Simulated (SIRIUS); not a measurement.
SIRIUS run on CdS (P6_3mc, 8 atoms in the cell; from Materials Project mp-672): self-consistent single point.

All values come from this method and carry its errors: LDA (PW92), PseudoDojo 0.4 standard norm-conserving LDA (tails mended) pseudopotentials (plane waves; SIRIUS).

```xyz
8
Lattice="4.1688 0.0000 0.0000 0.0000 7.2206 0.0000 0.0000 0.0000 6.7796" Properties=species:S:1:pos:R:3 pbc="T T T"
Cd     2.0844     1.2034     3.3913
Cd     0.0000     2.4069     0.0015
Cd     0.0000     4.8138     3.3913
Cd     2.0844     6.0172     0.0015
S      2.0844     1.2034     5.9442
S      0.0000     2.4069     2.5544
S      0.0000     4.8138     5.9442
S      2.0844     6.0172     2.5544
```

Reference input (self-consistent single point, DFT, LDA (PW92), plane waves, PseudoDojo 0.4 standard norm-conserving LDA (tails mended) pseudopotentials): parameters.ngridk = 4 3 3; parameters.xc_functionals = [XC_LDA_X, XC_LDA_C_PW]; parameters.gk_cutoff = 10.1 1/bohr; parameters.pw_cutoff = 20.2 1/bohr; parameters.smearing = fermi_dirac; parameters.smearing_width = 0.00183747 Ha; potentials = PseudoDojo 0.4 standard norm-conserving LDA (tails mended) pseudopotentials; parameters.electronic_structure_method = pseudopotential; parameters.num_bands = 62; parameters.num_mag_dims = 0; parameters.num_dft_iter = 100; parameters.energy_tol = 1e-07 Ha. This run's input differs from it in these lines:

```diff
@@ -16,3 +16,3 @@
     "pw_cutoff": 20.2,
-    "ngridk": [4, 3, 3],
+    "ngridk": [2, 1, 2],
     "smearing": "fermi_dirac",
```

The program printed (abridged):

```
[find] density tolerance         : 1e-06
[find] total energy tolerance    : 1e-07
[find] iter_solver_tol (initial) : 0.01
[find] iter_solver_tol (target)  : 1e-13
[find] num_dft_iter              : 100
Charges and magnetic moments
--------------------------------------------------------------------------------
total charge          : 104.000000
[find] | SCF iteration   0 out of 100|
[diagonalize] iterative solver tolerance (occupied, empty): 0.01 0.01
[diagonalize] average number of iterations: 4.5
[find] Charges and magnetic moments
[find] total charge          : 104.000000
[find] Energy
   [... lines left out ...]

[find] Charges and magnetic moments
[find] total charge          : 104.000000
[find] Energy
[find] smearing (-TS)                 :      -0.00000717
[find] Total energy                   :    -745.52196567 (Ha),   -1491.04393134 (Ry)
[find] Free energy (E-TS)             :    -745.52197284 (Ha),   -1491.04394568 (Ry)
[find] band gap (eV)                  :       0.81444027
[find] Efermi                         :       0.25044069
[find] iteration : 17, RMS (target) : 6.1361e-07 (1.0000e-06) , energy difference (target) : -3.4333e-11 (1.0000e-07)
[find] bands are converged : true
[find] iterative solver converged : true
[find] converged after 18 SCF iterations!
[find] Charges and magnetic moments
[find] total charge          : 104.000000
[find] Energy
[find] smearing (-TS)                 :      -0.00000717
[find] Total energy                   :    -745.52196567 (Ha),   -1491.04393134 (Ry)
[find] Free energy (E-TS)             :    -745.52197284 (Ha),   -1491.04394568 (Ry)
[find] band gap (eV)                  :       0.81444027
[find] Efermi                         :       0.25044069
[ground_state] === stress tensor components [kbar] ===
[ground_state] === stress_total ===
[ground_state]    10.993152    0.000000    0.000000
[ground_state]     0.000000   51.551555    0.000000
[ground_state]     0.000000    0.000000   43.045215
[ground_state] ==== total Forces in Ha/bohr =====
   [... lines left out ...]
[ground_state] atom:    3, force:       0.0000000      0.0028777      0.0030973
[ground_state] atom:    4, force:       0.0000000     -0.0025577     -0.0030990
[ground_state] atom:    5, force:       0.0000000      0.0025577     -0.0030990
[ground_state] atom:    6, force:       0.0000000     -0.0025577     -0.0030990
[ground_state] atom:    7, force:       0.0000000      0.0025577     -0.0030990
```

The run converged in 18 iterations. SIRIUS prints the stress tensor with tension positive. Against the reference run the free energy rises by 98.7 meV/atom, the pressure goes from -3.89 to -3.52 GPa and the largest force goes from 0.006 to 0.217 eV/Å.

This run is one point of a test of settings, so its values need not be converged; read them against the reference run alone. The structure comes from a collection of computed structures, made at another level of theory; the collection holds predicted forms beside known ones.

Cost on one core: very roughly 5 core-minutes.

The gap that the log prints is read on the run's mesh, which can miss the band edges or a crossing.

“Tails mended”: in these copies of the files the far tail of each local potential was reset to the Coulomb form.
